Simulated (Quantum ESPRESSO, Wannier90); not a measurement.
**HgTe (zinc blende): Wannier90 run**

```
HgTe
1.0
    0.00000     3.28999     3.28999
    3.28999     0.00000     3.28999
    3.28999     3.28999     0.00000
Hg Te
1 1
Direct
  0.00000   0.00000   0.00000
  0.75000   0.75000   0.75000
```

Cell from Materials Project (mp-2730), symmetrised, no further relaxation. COD (Crystallography Open Database) has the formula in 2 space groups, this one among them (matched by group alone). Computed values, not measurements, from PBEsol: Quantum ESPRESSO (norm-conserving PseudoDojo potentials, cutoff 66 Ry, no spin polarisation, no spin-orbit coupling) on a Γ-centred 8×8×8 mesh, then Wannier90. Density: 8×8×8 mesh, Gaussian smearing 0.01 Ry. Spin-orbit coupling is left out although heavy elements are present.

Functional, cutoff and mesh named above are those of the base row (8×8×8); the first column says what each row takes instead. Model: 8 functions from bands 10,16-31, start hydrogen-like Hg: s;p; Te: s;p, centres 0.05 Å off the atoms, frozen window tied to the conduction edge or Fermi level of each row, as listed, which moves Ω_I and hoppings a little by itself. Energies are relative to the Fermi level; the misfit is to pw.x on a path, for states up to 1.0 eV relative to the Fermi level. Only the mesh of Bloch states changes. The disentangled Ω_I can sit in another minimum from row to row.

```tsv
mesh	frozen to (eV)	Ω_I (Å²)	rms misfit (meV)	k-points (cost)	rough cost of nscf and overlaps (first row = 1)
3×3×3	1.50	13.81	87	27	1.0
4×4×4	1.50	___	27	64	2.2
5×5×5	1.50	16.43	17	125	4
7×7×7	1.50	17.63	5.4	343	9
8×8×8	1.50	17.99	2.4	512	14
10×10×10	1.50	18.37	1.2	1000	30
```

What belongs in the gaps?


- 4×4×4, Ω_I (Å²): 15.35
